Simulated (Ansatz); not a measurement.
BaCdAsF in space group P4/nmm (No. 129; Ba on 2c, Cd on 2b, As on 2c, F on 2a), r²SCAN in the plane-wave PAW code Ansatz. The conduction-band minimum lies at Γ, with 1 equivalent valley. Second derivatives d²E/dk² of the lowest band at one valley (eV·Å²), along Cartesian directions:

```tsv
direction	d²E/dk²
[100]	41.87
[010]	41.87
[001]	5.453
[110]	41.98
[101]	23.70
[011]	23.70
```

Task: Find the principal effective masses, the density-of-states mass and the conductivity mass.

Result: Off-diagonal terms follow from H_xy = H[110] − (H_xx + H_yy)/2, and m*/mₑ = 7.620 eV·Å² over each eigenvalue: 0.18, 0.18, 1.4. One valley's DOS mass (m₁m₂m₃)^(1/3) = 0.36, conductivity mass 3/(Σ 1/mᵢ) = 0.26 mₑ.

Task: What effective density of states Nc follows at 300 K for parabolic valleys?

Result: Nc = 2.509e19 × 1 × (0.36)^(3/2) ≈ 5.4e18 cm⁻³.

The first step of the workflow began from a Materials Project structure, measured or hypothetical; the Crystallography Open Database copy checked does not list it. Its standing as an ambient phase is unchecked. The r²SCAN relaxation kept the symmetry of its start; its stability against distortions is not shown here. Scalar-relativistic: spin–orbit coupling is off unless named, which matters more the heavier the elements.

Potentials: the later of the program's two PAW sets.

Edges and masses are those of Kohn–Sham bands, whose gap is no quasiparticle gap.
